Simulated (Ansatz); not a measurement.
CdGaO3:
```cif
data_CdGaO3
_chemical_formula_sum 'Ga1 Cd1 O3'
_space_group_name_H-M_alt 'P 1'
_space_group_IT_number 1
_cell_length_a 3.44209
_cell_length_b 3.44209
_cell_length_c 5.07651
_cell_angle_alpha 90.000
_cell_angle_beta 90.000
_cell_angle_gamma 90.000
loop_
_space_group_symop_operation_xyz
  'x, y, z'
loop_
_atom_site_label
_atom_site_type_symbol
_atom_site_fract_x
_atom_site_fract_y
_atom_site_fract_z
_atom_site_occupancy
Ga1 Ga 0.50000 0.50000 0.62621 1
Cd1 Cd 0.00000 0.00000 0.14154 1
O1 O 0.00000 0.50000 0.46933 1
O2 O 0.50000 0.00000 0.46933 1
O3 O 0.50000 0.50000 0.98379 1
```

Relaxed with r²SCAN+D4.

Task: Tabulate the valence density and the electron localisation function along the shortest Ga–O contact (1.82 Å), DFT-r²SCAN+D4 in the program Ansatz with PAW potentials.

Result: 

```tsv
distance from Ga (Å)	density (e/Å³)	ELF
0.18	36.05	0.00
0.27	23.17	0.01
0.36	12.83	0.01
0.45	6.36	0.04
0.54	3.03	0.08
0.64	1.58	0.14
0.73	1.02	0.21
0.82	0.85	0.29
0.91	0.89	0.42
1.00	1.06	0.61
1.09	1.36	0.74
1.18	1.85	0.80
1.27	2.60	0.80
1.36	3.62	0.75
1.45	4.85	0.65
1.54	6.14	0.51
1.63	7.31	0.37
```

The density is the valence pseudo-density with augmentation charge, so density and ELF within about 1 Å of a nucleus are not all-electron values.

Space group P4mm. The start of the workflow was typed in or built on a structure type; neither database checked (COD, Materials Project) lists it. Its standing as an ambient phase is unchecked. Symmetry was held in the r²SCAN+D4 relaxation; its stability against distortions is not shown here.

Potentials: the earlier of the program's two PAW sets.
